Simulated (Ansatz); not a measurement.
ZnO (wurtzite)

```
CELL_PARAMETERS angstrom
      3.23518     0.00000     0.00000
     -1.61759     2.80175     0.00000
      0.00000     0.00000     5.21141
ATOMIC_POSITIONS crystal
  Zn 0.66667 0.33333 0.00241
  Zn 0.33333 0.66667 0.50241
  O  0.66667 0.33333 0.62279
  O  0.33333 0.66667 0.12279
```

The slice is a (-1 1 0 2) plane (indices of the conventional cell) through the point (0.333, 0.667, 0.123) (fractional), spanned by u = [110] and v = [1 -1 1] in vectors of this cell: u (3.24 Å) and v (7.65 Å, at 90° to u). It covers one period; positions are fractions (u, v).

All values below come from r2SCAN (plane waves to 500 eV, PAW, scalar-relativistic; Ansatz, a quantum-chemistry and plane-wave program). k mesh 12×12×7. Near the nuclei the fields are pseudised (PAW); where an atom keeps semicore shells as valence, they peak there. ZnO was relaxed with its symmetry unable to fall.

Question: Predict the map of the electrostatic potential energy of an electron, from the cell's mean on the slice.

Answer: 
| v \ u | 0.00 | 0.10 | 0.20 | 0.30 | 0.40 | 0.50 | 0.60 | 0.70 | 0.80 | 0.90 |
|---|---|---|---|---|---|---|---|---|---|---|
| 0.88 | 6.3 | 5.4 | <0.0 | x | x | x | x | x | <0.0 | 5.4 |
| 0.75 | 7.2 | 6.7 | 4.9 | 1.5 | <0.0 | <0.0 | <0.0 | 1.5 | 4.9 | 6.7 |
| 0.62 | 8.2 | 8.1 | 7.8 | 7.3 | 6.8 | 6.6 | 6.8 | 7.3 | 7.8 | 8.1 |
| 0.50 | 6.7 | 6.2 | 4.2 | <0.0 | x | x | x | <0.0 | 4.2 | 6.2 |
| 0.38 | x | x | 3.9 | <0.0 | x | x | x | <0.0 | 3.9 | x |
| 0.25 | 7.3 | 7.3 | 7.3 | 7.2 | 6.9 | 6.8 | 6.9 | 7.2 | 7.3 | 7.3 |
| 0.12 | 6.1 | 6.7 | 7.6 | 8.1 | 8.2 | 8.2 | 8.2 | 8.1 | 7.6 | 6.7 |
| 0.00 | x | x | x | 5.1 | 4.4 | 3.6 | 4.4 | 5.1 | x | x |

Values: electrostatic potential energy of an electron, from the cell's mean, in eV. Points within 0.8 Å of a nucleus are blanked (x), as the pseudised field means little there. Values under 0 eV are set to 0. The zero, the cell's mean, hangs on the PAW cores.
